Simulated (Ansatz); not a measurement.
Mg2C3: 25Mg NMR of the central transition

Cell: a COD entry.

```
CELL_PARAMETERS angstrom
2.41550 -2.35000 0.00000
2.41550 2.35000 0.00000
-1.22707 0.00000 4.83328
ATOMIC_POSITIONS crystal
Mg 0.80870 0.80870 0.20110
Mg 0.19130 0.19130 0.79890
C 0.29890 0.29890 0.26150
C 0.70110 0.70110 0.73850
C 0.50000 0.50000 0.50000
```

Atom numbers follow the list; atoms alike are taken as one site, whose name carries the number of the first.

Computed with Ansatz: DFT, PBE, plane waves and PAW, scalar-relativistic, 420 eV cutoff, Γ-centred 9×9×6 k-points, Fermi–Dirac smearing 0.05 eV.

25Mg has I = 5/2 and Q = 199.4 mb (Pyykkö 2018); at 14.1 T its Larmor frequency is ν₀ = 36.8 MHz. Only the quadrupole interaction is simulated: positions count from each site's isotropic chemical shift, and shift anisotropy, dipolar and J coupling are left out.

(1) Simulate the second-order pattern (static powder, Gaussian broadening 0.7 kHz) of site Mg (9 C at 2.24–2.85 Å; also 5 Mg at 3.04–3.16 Å).

Results:

(1) The calculation gives C_Q = 3.22 MHz and η = 0.55, so ν_Q = 0.483 MHz and the centre of gravity lies at -50.6 ppm (-1.86 kHz).

```csv
offset (kHz),height
-9.62,0
-9.23,3
-8.85,15
-8.47,32
-8.08,40
-7.70,42
-7.32,43
-6.94,45
-6.55,46
-6.17,48
-5.79,50
-5.41,52
-5.02,55
-4.64,58
-4.26,61
-3.87,66
-3.49,72
-3.11,82
-2.73,97
-2.34,99
-1.96,88
-1.58,79
-1.20,76
-0.81,74
-0.43,73
-0.05,73
0.33,69
0.72,66
1.10,71
1.48,87
1.87,100
2.25,79
2.63,53
3.01,45
3.40,41
3.78,37
4.16,30
4.54,13
4.93,2
5.31,0
```

The largest force is 0.5 eV/Å, so the atoms aren't at the calculated equilibrium and relaxing them would move these values.

Hardware: 1 thread of Arm Neoverse V2 (aarch64; 28 cores open to the job, memory cap 3.0 GiB, no GPU), a shared host with a load of 1.0 a core. Wall time 9.4 s, CPU time 9.4 s, peak memory 0.41 GiB.
